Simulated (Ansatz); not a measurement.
BiB:
```
CELL_PARAMETERS angstrom
      3.64189     0.00000     0.00000
     -1.82095     3.15397     0.00000
      0.00000     0.00000     3.36421
ATOMIC_POSITIONS crystal
  B  0.00000 0.00000 0.00000
  Bi 0.66667 0.33333 0.50000
```

Relaxed with PBE. Special points in fractions of this cell's reciprocal vectors: Γ (0.000, 0.000, 0.000); M (0.500, 0.000, 0.000); K (0.333, 0.333, 0.000); A (0.000, 0.000, 0.500); L (0.500, 0.000, 0.500); H (0.333, 0.333, 0.500).

Task: List the band energies nearest the Fermi level at these points for PBE (plane waves, PAW; program Ansatz).

Result: In eV from the Fermi level; about four levels below and three above (degenerate sets whole), none deeper than 8.9 eV; … stands for higher levels left out; points with the same levels are listed once.

```csv
k,below,above
Γ,-1.21 -0.88,0.14 0.14 4.24 4.24
M,-7.79 -2.07,0.26 1.43 4.47
K,-7.54 -4.96,2.00 3.44 4.28
A,-8.44,1.85 1.85 2.96
L,-5.82 -4.72 -3.87,1.18 1.82 3.92
H,-4.54 -4.30 -1.79 -0.85,7.00 8.51 …
```

Space group P-6m2. A made-up cell: these elements were put on the sites of a structure type; neither database checked (COD, Materials Project) lists it. Its standing as an ambient phase is unchecked. The PBE relaxation kept the symmetry of its start; whether a distortion lowers the energy is not shown. Scalar-relativistic: spin–orbit coupling is off unless named, which matters more the heavier the elements.

Potentials: the later of the program's two PAW sets.
